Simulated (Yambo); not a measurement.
**GaAlN2: sweep of GW parameters**

G0W0@PBEsol for GaAlN2 (space group P-4m2, No. 115) in Yambo. Reference settings: 4×4×4 Γ-centred k mesh, 208 bands and a 10 Ry block in the screening, 208 bands in G with the Bruneval-Gonze terminator, plasmon pole fitted at 27.2 eV. The PBEsol gap Γ → Γ on this mesh is 2.79 eV; G0W0 gaps are taken between the same points.

```json
[
 {"change from the reference": "reference settings", "G0W0 gap Γ → Γ (eV)": "3.79", "shift of the valence edge (eV)": "-0.48", "rough Yambo cost": "1"},
 {"change from the reference": "80 bands in W, 80 bands in G", "G0W0 gap Γ → Γ (eV)": "3.85", "shift of the valence edge (eV)": "-0.29", "rough Yambo cost": "about 1/3"},
 {"change from the reference": "134 bands in W, 134 bands in G", "G0W0 gap Γ → Γ (eV)": "3.80", "shift of the valence edge (eV)": "-0.41", "rough Yambo cost": "within a factor of two"},
 {"change from the reference": "80 bands in G", "G0W0 gap Γ → Γ (eV)": "3.80", "shift of the valence edge (eV)": "-0.49", "rough Yambo cost": "–"},
 {"change from the reference": "134 bands in G", "G0W0 gap Γ → Γ (eV)": "3.79", "shift of the valence edge (eV)": "-0.48", "rough Yambo cost": "–"},
 {"change from the reference": "98 bands in W", "G0W0 gap Γ → Γ (eV)": "3.81", "shift of the valence edge (eV)": "-0.35", "rough Yambo cost": "within a factor of two"},
 {"change from the reference": "4 Ry block", "G0W0 gap Γ → Γ (eV)": "3.44", "shift of the valence edge (eV)": "-0.16", "rough Yambo cost": "within a factor of two"},
 {"change from the reference": "2 Ry block", "G0W0 gap Γ → Γ (eV)": "3.46", "shift of the valence edge (eV)": "-0.15", "rough Yambo cost": "within a factor of two"},
 {"change from the reference": "no random integration", "G0W0 gap Γ → Γ (eV)": "3.76", "shift of the valence edge (eV)": "-0.36", "rough Yambo cost": "–"},
 {"change from the reference": "4×4×2 mesh", "G0W0 gap Γ → Γ (eV)": "3.75", "shift of the valence edge (eV)": "-0.43", "rough Yambo cost": "about 1/2"},
 {"change from the reference": "134 bands in G, no terminator", "G0W0 gap Γ → Γ (eV)": "3.66", "shift of the valence edge (eV)": "-0.12", "rough Yambo cost": "–"},
 {"change from the reference": "no terminator", "G0W0 gap Γ → Γ (eV)": "3.71", "shift of the valence edge (eV)": "-0.29", "rough Yambo cost": "–"}
]
```

The reference isn't shown to be the converged limit. Costs are rough (shared machines), scaled to the same edge states, and given only for runs that recompute the screening.

The standard potential for Ga keeps a d shell in the valence without the s and p states of that shell. In tests on such compounds this moved G0W0 gaps by up to about 0.9 eV, so absolute quasiparticle energies here are unreliable; differences between settings are what counts.

Spin-orbit coupling is included.

Geometry relaxed with PBEsol; primitive cell a = 3.1430 Å, b = 3.1430 Å, c = 4.4239 Å, α = 90.00°, β = 90.00°, γ = 90.00°.

The structure is a Materials Project entry; no match was found in the copy of COD used, and its stability was not checked.

A shift is the quasiparticle energy of the state minus its PBEsol energy.
